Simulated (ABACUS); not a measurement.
Consider a self-consistent single point of HfN (I4mm, 2 atoms in the cell; from Materials Project mp-2828, changed as shown).

```yaml
crystal:
  lattice:
    - [0.00000, 2.24751, 2.24751]
    - [2.24751, 0.00000, 2.24751]
    - [2.24751, 2.24751, 0.00000]
  atoms:
    - { symbol: Hf, position: [0.00000, 0.00000, 0.00000] }
    - { symbol: N, position: [0.50890, 0.50890, 0.49110] }
```

Method: PBEsol, PseudoDojo 0.4 standard norm-conserving PBEsol (tails mended) pseudopotentials (plane waves; ABACUS 3.10.1).

ABACUS settings:

```
key                                                                      value
---------------  -------------------------------------------------------------
KPT                                                       Gamma 18 18 18 0 0 0
basis_type                                                                  pw
dft_functional                                                          PBESOL
ecutwfc                                                                  84 Ry
smearing_method                                                       gaussian
smearing_sigma                                                    0.0146997 Ry
potentials       PseudoDojo 0.4 standard norm-conserving PBEsol (tails mended)
symmetry                                                                     1
ks_solver                                                         dav_subspace
scf_nmax                                                                   100
scf_thr                                                             1.0e-09 Ry
mixing_type                                                            broyden
```

Results:

```
Item                                                     Result
------------------------------------------------  -------------
Number of valence electrons                                  17
Number of bands                                              19
Number of k-points after the program's reduction            480
Number of plane waves (most at a k-point)                  2012
Number of SCF iterations                                      8
FFT grid                                           36 × 36 × 36
Free energy E − TS                                -1819.2918 eV
Fermi level (on the code's own zero)                   18.87 eV
Pressure                                               0.65 GPa
Largest force (vector length)                        0.485 eV/Å
```

Forces (eV/Å):
| atom | Fx | Fy | Fz |
|---|---|---|---|
| Hf1 | 0.000 | 0.000 | 0.485 |
| N2 | 0.000 | 0.000 | -0.485 |

Stress (GPa, positive for compression):
```
0.44  0.00  0.00
0.00  0.44  0.00
0.00  0.00  1.07
```

For comparison: a first run was changed to give this one (atom 2 moved by +0.04 angstrom along z), and from it to this one the free energy goes up by 4.8 meV/atom, the pressure goes from 0.42 to 0.65 GPa and the largest force goes from 0.000 to 0.485 eV/Å.

The structure comes from a collection of computed structures, made at another level of theory; the collection holds predicted forms beside known ones. Its lattice was then scaled.

Cost on one core: around 4 core-minutes (rough).

“Tails mended”: in these copies of the files the far tail of each local potential was reset to the Coulomb form.
